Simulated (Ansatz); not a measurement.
Input and command of a plane-wave DFT calculation in Ansatz:

```yaml
crystal:
  lattice:
    - [-1.632409965, 1.632409965, 1.632409965]
    - [1.632409965, -1.632409965, 1.632409965]
    - [1.632409965, 1.632409965, -1.632409965]
  atoms:
    - { symbol: Au, position: [0.0, 0.0, 0.0] }
basis:
  ecutwfc: 420
kpoints:
  mp_grid: { grid: [20, 20, 20] }
hamiltonian:
  xc: pbesol
scf:
  occupations: { method: gaussian, width: 0.15 }
output:
  forces: true
  stress: true
  eigenvalues: true
```

```bash
ansatz run input.yaml --threads 1 --pin off --max-ram 2560MiB --backend cpu --events-out ev --progress --plain --runs-dir out
```

Processor: Intel(R) Xeon(R) Processor @ 2.50GHz (Skylake/Cascade Lake), 1 thread, on a host shared with other jobs.

Q: How long does it run, and how much memory does it take?

A: About 6.1 s on 1 thread of Intel(R) Xeon(R) Processor @ 2.50GHz (Skylake/Cascade Lake), with other jobs on the host, peak memory 0.35 GiB. It solves 14 bands at 256 k points (the mesh reduced by symmetry) with about 321 plane waves, in 6 SCF iterations.
